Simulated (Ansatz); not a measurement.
Harmonic vibrational thermodynamics of MgB₂ in space group P6/mmm (No. 191; Mg on 1a, B on 2d) at fixed volume, plane-wave PAW LDA (Ansatz code). The rows extrapolate the 0 K crystal and know nothing of melting or changes of phase.

```
T (K)  F_vib (meV/atom)  S (J/K per mol of atoms)  C_V (J/K per mol of atoms)
-----  ----------------  ------------------------  --------------------------
50                 91.4                       0.1                         0.4
100                   ?                       1.2                           ?
200                87.7                       5.9                        10.8
300                78.7                         ?                           ?
400                64.3                      16.4                        19.0
600                21.3                      24.8                        21.9
800                   ?                         ?                        23.2
1000             -107.5                      36.5                        23.8
```

Problem. What belongs in the gaps?

Solution. 
- 100, F_vib (meV/atom): 91.2
- 100, C_V (J/K per mol of atoms): 3.4
- 800, F_vib (meV/atom): -37.1
- 800, S (J/K per mol of atoms): 31.3
- 300, C_V (J/K per mol of atoms): 16.0
- 300, S (J/K per mol of atoms): 11.3

Symmetry was held in the LDA relaxation; phonons on a q-mesh show no instability.

Potentials: the later of the program's two PAW sets.
